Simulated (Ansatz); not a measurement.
Ansatz (an electronic-structure program) input:

Ansatz 0.2 input:
```yaml
crystal:
  lattice:
    - [5.7804160424, 0.0, 0.0]
    - [0.0, 5.7804160424, 0.0]
    - [0.0, 0.0, 5.9130548239]
  atoms:
    - { symbol: Cd, position: [0.0, 0.0, 0.0] }
    - { symbol: In, position: [0.5, 0.0, 0.5] }
    - { symbol: In, position: [0.0, 0.5, 0.5] }
    - { symbol: Se, position: [0.7233434634, 0.2766565366, 0.7712487614] }
    - { symbol: Se, position: [0.2766565366, 0.2766565366, 0.2287512386] }
    - { symbol: Se, position: [0.2766565366, 0.7233434634, 0.7712487614] }
    - { symbol: Se, position: [0.7233434634, 0.7233434634, 0.2287512386] }
kpoints:
  mp_grid: { grid: [5, 5, 5] }
hamiltonian:
  xc: pbesol
  pseudopotentials: { kind: paw }
scf:
  occupations: { method: fixed }
elastic: { mode: relaxed_ion, stencil: two_point, amplitude: 0.005, f_tol: 0.0005 }
output: { polarization: {} }
```

Output (shortened):

```
Pseudopotential: Cd, paw, valence charge 20
Pseudopotential: In, paw, valence charge 13
Pseudopotential: Se, paw, valence charge 16
Functional definition: PBEsol
Crystal: 7 atoms, lattice volume = 197.574 Å³
Basis set: ecut = 420 eV, 3847 PW (Γ), exchange–correlation on 80×80×80 points (8 copies of the dense FFT grid, shifted against one another)
Bands: 66, of which v1, the nominal top of the filled ones, is band 55 counted from 1 (54 counted from 0)
Symmetry: 8 space group operations
Space group: P-42m (ITA 111), of the structure as read, at distance tolerance 5.8e-5 Å
k-points: 18 of 125 (time reversal used)
SCF 1 converged in 13 iterations: F = -40935.454959 eV  dr2 = 1.42e-14
Crystal: 7 atoms, lattice volume = 196.586 Å³
Basis set: ecut = 420 eV, 3831 PW (Γ), exchange–correlation on 80×80×80 points (8 copies of the dense FFT grid, shifted against one another)
Symmetry: 4 space group operations
k-points: 27 of 125 (time reversal used)
SCF 2 converged in 12 iterations: F = -40935.453886 eV  dr2 = 6.83e-14
relax step   1: F+E_penalty+E_count = -40935.45388581 eV  Δ(F+E_penalty+E_count) = +0.000e0 eV  max|allowed force component| = 2.746e-2 eV/Å  Δτ_max = 0.0000 Å  (12 SCF iters, accepted)
Crystal: 7 atoms, lattice volume = 196.586 Å³
SCF 3 converged in 12 iterations: F = -40935.453881 eV  dr2 = 6.03e-15
relax step   2: F+E_penalty+E_count = -40935.45388122 eV  Δ(F+E_penalty+E_count) = +4.582e-6 eV  max|allowed force component| = 2.688e-2 eV/Å  Δτ_max = 0.0106 Å  (12 SCF iters, rejected (line search))
Crystal: 7 atoms, lattice volume = 196.586 Å³
SCF 4 converged in 11 iterations: F = -40935.454208 eV  dr2 = 3.39e-14
relax step   3: F+E_penalty+E_count = -40935.45420849 eV  Δ(F+E_penalty+E_count) = -3.227e-4 eV  max|allowed force component| = 2.764e-5 eV/Å  Δτ_max = 0.0053 Å  (11 SCF iters, accepted)
Crystal: 7 atoms, lattice volume = 196.586 Å³
SCF 5 converged in 7 iterations: F = -40935.454208 eV  dr2 = 4.88e-14
Crystal: 7 atoms, lattice volume = 198.562 Å³
Basis set: ecut = 420 eV, 3883 PW (Γ), exchange–correlation on 80×80×80 points (8 copies of the dense FFT grid, shifted against one another)
SCF 6 converged in 12 iterations: F = -40935.453922 eV  dr2 = 5.13e-14
relax step   1: F+E_penalty+E_count = -40935.45392196 eV  Δ(F+E_penalty+E_count) = +0.000e0 eV  max|allowed force component| = 2.688e-2 eV/Å  Δτ_max = 0.0000 Å  (12 SCF iters, accepted)
Crystal: 7 atoms, lattice volume = 198.562 Å³
SCF 7 converged in 12 iterations: F = -40935.453894 eV  dr2 = 5.88e-15
relax step   2: F+E_penalty+E_count = -40935.45389382 eV  Δ(F+E_penalty+E_count) = +2.813e-5 eV  max|allowed force component| = 2.741e-2 eV/Å  Δτ_max = 0.0108 Å  (12 SCF iters, rejected (line search))
Crystal: 7 atoms, lattice volume = 198.562 Å³
SCF 8 converged in 11 iterations: F = -40935.454241 eV  dr2 = 3.02e-14
relax step   3: F+E_penalty+E_count = -40935.45424105 eV  Δ(F+E_penalty+E_count) = -3.191e-4 eV  max|allowed force component| = 1.308e-4 eV/Å  Δτ_max = 0.0053 Å  (11 SCF iters, accepted)
Crystal: 7 atoms, lattice volume = 198.562 Å³
SCF 9 converged in 7 iterations: F = -40935.454241 eV  dr2 = 7.11e-14
Crystal: 7 atoms, lattice volume = 196.586 Å³
Basis set: ecut = 420 eV, 3839 PW (Γ), exchange–correlation on 80×80×80 points (8 copies of the dense FFT grid, shifted against one another)
SCF 10 converged in 12 iterations: F = -40935.453803 eV  dr2 = 4.33e-14
[...]
Crystal: 7 atoms, lattice volume = 197.573 Å³
SCF 36 converged in 8 iterations: F = -40935.454509 eV  dr2 = 3.25e-14
Crystal: 7 atoms, lattice volume = 197.573 Å³
SCF 37 converged in 13 iterations: F = -40935.454172 eV  dr2 = 2.24e-14
relax step   1: F+E_penalty+E_count = -40935.45417203 eV  Δ(F+E_penalty+E_count) = +0.000e0 eV  max|allowed force component| = 4.324e-2 eV/Å  Δτ_max = 0.0000 Å  (13 SCF iters, accepted)
Crystal: 7 atoms, lattice volume = 197.573 Å³
SCF 38 converged in 11 iterations: F = -40935.454345 eV  dr2 = 3.65e-14
relax step   2: F+E_penalty+E_count = -40935.45434486 eV  Δ(F+E_penalty+E_count) = -1.728e-4 eV  max|allowed force component| = 3.285e-2 eV/Å  Δτ_max = 0.0054 Å  (11 SCF iters, accepted)
Crystal: 7 atoms, lattice volume = 197.573 Å³
SCF 39 converged in 11 iterations: F = -40935.454501 eV  dr2 = 1.83e-14
relax step   3: F+E_penalty+E_count = -40935.45450078 eV  Δ(F+E_penalty+E_count) = -1.559e-4 eV  max|allowed force component| = 3.013e-3 eV/Å  Δτ_max = 0.0046 Å  (11 SCF iters, accepted)
Crystal: 7 atoms, lattice volume = 197.573 Å³
SCF 40 converged in 10 iterations: F = -40935.454496 eV  dr2 = 8.71e-14
relax step   4: F+E_penalty+E_count = -40935.45449582 eV  Δ(F+E_penalty+E_count) = +4.968e-6 eV  max|allowed force component| = 5.805e-3 eV/Å  Δτ_max = 0.0027 Å  (10 SCF iters, rejected (line search))
Crystal: 7 atoms, lattice volume = 197.573 Å³
SCF 41 converged in 10 iterations: F = -40935.454508 eV  dr2 = 5.23e-14
relax step   5: F+E_penalty+E_count = -40935.45450831 eV  Δ(F+E_penalty+E_count) = -7.530e-6 eV  max|allowed force component| = 7.655e-4 eV/Å  Δτ_max = 0.0013 Å  (10 SCF iters, accepted)
Crystal: 7 atoms, lattice volume = 197.573 Å³
SCF 42 converged in 9 iterations: F = -40935.454509 eV  dr2 = 2.23e-14
relax step   6: F+E_penalty+E_count = -40935.45450876 eV  Δ(F+E_penalty+E_count) = -4.415e-7 eV  max|allowed force component| = 4.978e-5 eV/Å  Δτ_max = 0.0005 Å  (9 SCF iters, accepted)
Crystal: 7 atoms, lattice volume = 197.573 Å³
SCF 43 converged in 7 iterations: F = -40935.454509 eV  dr2 = 9.91e-14
SCF converged after 13 iterations
Free energy (F): -40935.454959 eV
Harris-Foulkes:  -40935.454959 eV  (|F-HF|=1.46e-11)
Internal energy: -40935.454959 eV  (E = F + TS)
E sigma→0 (E₀):  -40935.454959 eV
Fermi energy:    6.690449 eV
--- Per-component energies (eV) ---
  E_band       = -2209.805762
  E_kinetic    = 1464.981990
  E_local      = -16854.610989  (includes V_loc(G=0)·N_el)
  E_nonlocal   = -1595.736757
  E_hartree    = 7932.048260
  E_xc         = -1013.849400
  E_vxc        = -810.807314  (∫ρ·V_xc dr)
  E_paw        = -19655.784568  (= ΣΔE_a)
  E_vpaw       = -277.726886  (= ΣTr[D̂ρ^β])
  E_aug_tail   = -0.002328  (compensation charges beyond the density's cutoff)
  E_ewald      = -11217.348733
  E_core_change = 4.847566  (= ΣΔE_core)
  E_smearing   =  0.000000  (= −TS)
  E_closure    = 0.000000  (closes the sum)
  Σ components = -40935.454959   (vs F -40935.454959, Δ=0.00e0)
--- Forces (eV/Å), atoms counted from 1 ---
  atom   1  Cd     0.00000000     0.00000000     0.00000000
  atom   2  In     0.00000000     0.00000000     0.00000000
  atom   3  In     0.00000000     0.00000000     0.00000000
  atom   4  Se    -0.00008953     0.00008953    -0.00014668
  atom   5  Se     0.00008953     0.00008953     0.00014668
  atom   6  Se     0.00008953    -0.00008953    -0.00014668
  atom   7  Se    -0.00008953    -0.00008953     0.00014668
  max |Σ_I F_I| component: 5.10e-17 eV/Å
--- Stress (GPa, compression-positive) ---
        0.000434       0.000000       0.000000
        0.000000       0.000434       0.000000
        0.000000       0.000000      -0.006080
  P = ⅓ Tr σ = -0.0017 GPa (-0.017 kbar)
--- Band table (eV; the first three rows and the last of 18) ---
  k-point 0: bands = ["-94.6577", "-55.7611", "-55.7611", "-55.7451", "-40.0239", "-40.0236", "-40.0236", "-40.0234", "-40.0227", "-40.0227", "-40.0225", "-40.0225", "-39.9696", "-39.9696", "-39.9696", "-39.9694", "-39.9500", "-39.9496", "-39.9496", …
  k-point 1: bands = ["-94.6577", "-55.7611", "-55.7611", "-55.7451", "-40.0238", "-40.0236", "-40.0236", "-40.0235", "-40.0227", "-40.0227", "-40.0225", "-40.0225", "-39.9696", "-39.9696", "-39.9696", "-39.9694", "-39.9500", "-39.9496", "-39.9496", …
  k-point 2: bands = ["-94.6577", "-55.7611", "-55.7611", "-55.7452", "-40.0238", "-40.0236", "-40.0236", "-40.0236", "-40.0227", "-40.0227", "-40.0225", "-40.0225", "-39.9696", "-39.9696", "-39.9696", "-39.9694", "-39.9499", "-39.9496", "-39.9496", …
  k-point 17: bands = ["-94.6577", "-55.7611", "-55.7611", "-55.7452", "-40.0237", "-40.0237", "-40.0237", "-40.0235", "-40.0227", "-40.0226", "-40.0226", "-40.0225", "-39.9696", "-39.9696", "-39.9696", "-39.9695", "-39.9499", "-39.9497", "-39.9496", …
--- Elastic constants: 4 strain directions × 2 members + reference (group order 8) ---
  dense FFT box of the reference and of every strained cell: 40×40×40
  strains applied: 11, 33, 23, 12; error gains …
  C = ∂σ_k/∂η_j (tension-positive GPa; Voigt order 11 22 33 23 13 12):
        47.442     31.926     24.242      0.000      0.000      0.000
        31.926     47.442     24.242      0.000      0.000      0.000
        24.233     24.233     41.903      0.000      0.000      0.000
         0.000      0.000      0.000     21.525      0.000      0.000
         0.000      0.000      0.000      0.000     21.525      0.000
         0.000      0.000      0.000      0.000      0.000     28.770
  reference stress σ⁰ (GPa):      0.000      0.000      0.006      0.000      0.000      0.000
  moduli (Voigt/Reuss/Hill, GPa): K = 33.07/32.48/32.77   G = 18.12/14.33/16.23   E = 41.79   ν = 0.287
  mechanically stable: yes (min eigenvalue of sym C = 15.52 GPa)
  e, the proper piezoelectric tensor (elastic.mode: relaxed_ion; C/m²; rows x y z; Voigt order 11 22 33 23 13 12):
       0.00000    0.00000    0.00000    0.23247    0.00000    0.00000
       0.00000    0.00000    0.00000    0.00000    0.23247    0.00000
       0.00000    0.00000    0.00000    0.00000    0.00000    0.22864
  ±, each entry's uncertainty from the finite density of the strings (C/m²), an estimate: the size of the correction for it that the entry includes:
       0.00000    0.00000    0.00000    0.00204    0.00000    0.00000
       0.00000    0.00000    0.00000    0.00000    0.00204    0.00000
       0.00000    0.00000    0.00000    0.00000    0.00000    0.00348
  strain η (Voigt 11):  stress-route row diagonal C_11 = 47.44 GPa, energy-path curvature d²(F+E_count+ΔE)/dδ²/Ω₀ = 47.42 GPa
         δ    σ_11 (GPa)             F (eV)   n_scf  n_hpsi   n_pw
    -5.000e-3      -0.2391      -40935.4542085       7   24130   3880   relax 3 steps, max|allowed force component| 2.76e-5 eV/Å
     5.000e-3       0.2353      -40935.4542411       7   22851   3918   relax 3 steps, max|allowed force component| 1.31e-4 eV/Å
  strain η (Voigt 33):  stress-route row diagonal C_33 = 41.90 GPa, energy-path curvature d²(F+E_count+ΔE)/dδ²/Ω₀ = 41.91 GPa
         δ    σ_33 (GPa)             F (eV)   n_scf  n_hpsi   n_pw
    -5.000e-3      -0.2056      -40935.4543286       6   15137   3884   relax 3 steps, max|allowed force component| 3.55e-4 eV/Å
     5.000e-3       0.2134      -40935.4542966       6   14907   3932   relax 3 steps, max|allowed force component| 1.34e-4 eV/Å
  strain η (Voigt 23):  stress-route row diagonal C_44 = 21.52 GPa, energy-path curvature d²(F+E_count+ΔE)/dδ²/Ω₀ = 21.51 GPa
         δ    σ_23 (GPa)             F (eV)   n_scf  n_hpsi   n_pw
    -5.000e-3      -0.1076      -40935.4546258       8   35690   3904   relax 5 steps, max|allowed force component| 1.72e-4 eV/Å
     5.000e-3       0.1076      -40935.4546258       8   35663   3904   relax 5 steps, max|allowed force component| 1.72e-4 eV/Å
  strain η (Voigt 12):  stress-route row diagonal C_66 = 28.77 GPa, energy-path curvature d²(F+E_count+ΔE)/dδ²/Ω₀ = 28.75 GPa
         δ    σ_12 (GPa)             F (eV)   n_scf  n_hpsi   n_pw
    -5.000e-3      -0.1439      -40935.4545088       8   27220   3900   relax 6 steps, max|allowed force component| 4.98e-5 eV/Å
     5.000e-3       0.1439      -40935.4545088       7   23260   3900   relax 6 steps, max|allowed force component| 4.98e-5 eV/Å
--- Formal polarisation (Berry phase): one branch of a lattice of values; only differences between neighbouring runs are physical ---
  axis  mesh            electronic          ionic      p = total  spread (rad)  least overlap  resolved gap  δp at fixed H ≤   (phases in cycles; p mod 1 …
  b1    5×5×5           1.00000000    38.50000000    39.50000000      0.116391         0.8253        0.8888           3.0e-5
  b2    5×5×5           1.00000000    38.50000000    39.50000000      0.116391         0.8253        0.8888           3.0e-5
  b3    5×5×5           0.00000000    45.00000000    45.00000000      0.083782         0.8241        0.8888           2.7e-5
  quantum along a1:   0.02925695 e/Å² =    46.874796 µC/cm²
  quantum along a2:   0.02925695 e/Å² =    46.874796 µC/cm²
  quantum along a3:   0.02992828 e/Å² =    47.950396 µC/cm²
  P = (  1.15564938,   1.15564938,   1.34677274) e/Å² = ( 1851.554441,  1851.554441,  2157.767821) µC/cm²  (mod the quanta)
```

Cost: about 40 core-minutes (a rough figure) on shared cores.

The first step of the workflow began from a Materials Project structure, measured or hypothetical; the Crystallography Open Database copy checked does not list it. With Cd and In taken as one species the cell has the higher symmetry P-43m, so it may be an ordered model of a mixed-site phase. Whether it is the stable phase at ambient conditions was not checked. The cell was relaxed with PBEsol under the symmetry of its start; its stability against distortions is not shown here. Scalar-relativistic: spin–orbit coupling is off unless named, which matters more the heavier the elements.

Potentials: the later of the program's two PAW sets.

Ansatz is a plane-wave DFT program.
